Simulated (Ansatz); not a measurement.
TiO₂:
```yaml
crystal:
  lattice:
    - [4.80445, 0.00000, 0.00000]
    - [0.00000, 4.86676, 0.00000]
    - [-0.86515, 0.00000, 4.96648]
  atoms:
    - { symbol: Ti, position: [0.27700, 0.44548, 0.71460] }
    - { symbol: Ti, position: [0.72300, 0.55452, 0.28540] }
    - { symbol: Ti, position: [0.72300, 0.94548, 0.78540] }
    - { symbol: Ti, position: [0.27700, 0.05452, 0.21460] }
    - { symbol: O, position: [0.44635, 0.74204, 0.96328] }
    - { symbol: O, position: [0.55365, 0.25796, 0.03672] }
    - { symbol: O, position: [0.55365, 0.24204, 0.53672] }
    - { symbol: O, position: [0.44635, 0.75796, 0.46328] }
    - { symbol: O, position: [0.06348, 0.32225, 0.35236] }
    - { symbol: O, position: [0.93652, 0.67775, 0.64764] }
    - { symbol: O, position: [0.93652, 0.82225, 0.14764] }
    - { symbol: O, position: [0.06348, 0.17775, 0.85236] }
```

x, y and z are the axes in which the lattice vectors are written.

Problem. Give the high-frequency dielectric tensor and the Born effective charge tensors of the independent atoms from DFPT, r²SCAN (plane waves, PAW; program Ansatz).

Solution. 
ε∞:
```
6.96  0.00  0.19
0.00  7.19  0.00
0.19  0.00  6.51
```
Z* of atom 1 (Ti), rows: field, columns: displacement, in e:
```
 5.68   0.50   0.10
 0.33   5.76  -0.03
 0.08  -0.41   4.94
```
Z* of atom 5 (O), rows: field, columns: displacement, in e:
```
-2.53  -0.58  -0.05
-0.53  -2.80  -0.52
 0.01  -0.33  -2.57
```
Z* of atom 9 (O), rows: field, columns: displacement, in e:
```
-3.15   1.48  -0.04
 1.79  -2.96  -0.82
-0.09  -0.82  -2.36
```

Static charges for comparison (Bader): Ti1 +2.34, O5 -1.21, O9 -1.13 e. Born charges measure polarisation by displacement and can exceed these by far.

Space group P2_1/c. The workflow started from a Materials Project entry (that database holds measured and hypothetical structures alike); the Crystallography Open Database files this formula in space group No. 14, but the cells were not matched. It is not the phase usual at ambient conditions (space group No. 61, 136, 141). Symmetry was held in the r²SCAN relaxation; whether a distortion lowers the energy is not shown. No spin polarisation was allowed.

Potentials: the earlier of the program's two PAW sets. The files were generated under PBE; for other functionals the program regenerates the frozen cores, and for LDA and PBEsol the local potential too.
